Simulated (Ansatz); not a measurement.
C:
```cif
data_C12
_chemical_formula_sum 'C12'
_space_group_name_H-M_alt 'P42/ncm :1'
_space_group_IT_number 138
_space_group_name_Hall 'P 4n 2ab -1n'
_cell_length_a 3.42700
_cell_length_b 3.42700
_cell_length_c 6.08744
_cell_angle_alpha 90.000
_cell_angle_beta 90.000
_cell_angle_gamma 90.000
loop_
_space_group_symop_operation_xyz
  'x, y, z'
  '-y+1/2, x+1/2, z+1/2'
  '-x, -y, z'
  'y+1/2, -x+1/2, z+1/2'
  'x+1/2, -y+1/2, -z'
  '-y, -x, -z+1/2'
  '-x+1/2, y+1/2, -z'
  'y, x, -z+1/2'
  '-x+1/2, -y+1/2, -z+1/2'
  'y, -x, -z'
  'x+1/2, y+1/2, -z+1/2'
  '-y, x, -z'
  '-x, y, z+1/2'
  'y+1/2, x+1/2, z'
  'x, -y, z+1/2'
  '-y+1/2, -x+1/2, z'
loop_
_atom_site_label
_atom_site_type_symbol
_atom_site_symmetry_multiplicity
_atom_site_Wyckoff_symbol
_atom_site_fract_x
_atom_site_fract_y
_atom_site_fract_z
_atom_site_occupancy
C1 C 8 i 0.66822 0.16822 0.14024 1
C2 C 4 b 0.00000 0.00000 0.00000 1
```

Relaxed at zero pressure with DFT-PBE in the program Ansatz with PAW potentials.

**Question.** The volume is raised by 9 % and shape and atoms relax at that volume. What pressure results, and how do the axes share the change?

**Answer.** -29.5 GPa; a 2.9 %, b 2.9 %, c 3.0 %; the energy rises by 53 meV/atom.

**Question.** Give the new structure.

**Answer.** 
Space group P4₂/ncm, origin choice 1 (No. 138); a = b = 3.525 Å, c = 6.271 Å, α = β = γ = 90.00°

```csv
atom,site,symmetry,x,y,z
C,8i,..m,0.6697,0.1697,0.1390
C,4b,-4..,0.0000,0.0000,0.0000
```

The phase is kept; no other phase was compared at this pressure.

Space group P4_2/ncm. The start of the workflow was typed in or built on a structure type; neither database checked (COD, Materials Project) lists it. It is not the phase usual at ambient conditions (space group No. 194, 227). The PBE relaxation kept the symmetry of its start; whether a distortion lowers the energy is not shown.

Potentials: the earlier of the program's two PAW sets.
